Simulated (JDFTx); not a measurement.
System: ZrSi2(110) (Cmcm bulk; lattice of mp-1515, not re-optimised at this level), 1x1 cell of 14 atoms in 14 planes (Si outermost, slab composition Zr4Si10), area 28.14 Å² a face, 7.7 Å between the outermost planes in a cell 23.5 Å high; k mesh 6×4×1, Fermi width 0.01 Ha, no spin polarisation. Whether this polymorph is the ambient one wasn't checked. Neither spin polarisation nor a larger cell was tried.

Computed with JDFTx (a modified build): PBE, GBRV ultrasoft potentials, plane waves to 20/100 Ha. Liquid on both sides: CANDLE, water, 0.5 M NaCl; nuclei fixed. On the negative side CANDLE's cavity feels the periodic box, so those points shift with the cell height.

Charging data:

```csv
U − U_pzc (V),σ (μC/cm²)
-0.89,-19.41
-0.14,-1.98
0.00,0.00
0.16,1.94
0.31,3.82
0.32,4.00
0.71,9.13
```

Working it through: a check of Lippmann's equation. The grand free energy per area against the neutral slab, Δγ = [F(N) − F(N₀) − μ(N − N₀)]/2A, is taken from the total energies of the same runs.

| U − U_pzc (V) | Δγ (mJ/m²) |
|---|---|
| -0.89 | -75.7 |
| -0.14 | -1.3 |
| 0.00 | 0.0 |
| 0.16 | -1.5 |
| 0.31 | -5.9 |
| 0.32 | -6.4 |
| 0.71 | -31.6 |

Δγ is largest at zero charge and falls away from it, as dγ/dU = −σ demands. At -0.89 V the computed -75.7 mJ/m² stands beside -86.5 mJ/m² from the constant-capacitance formula.
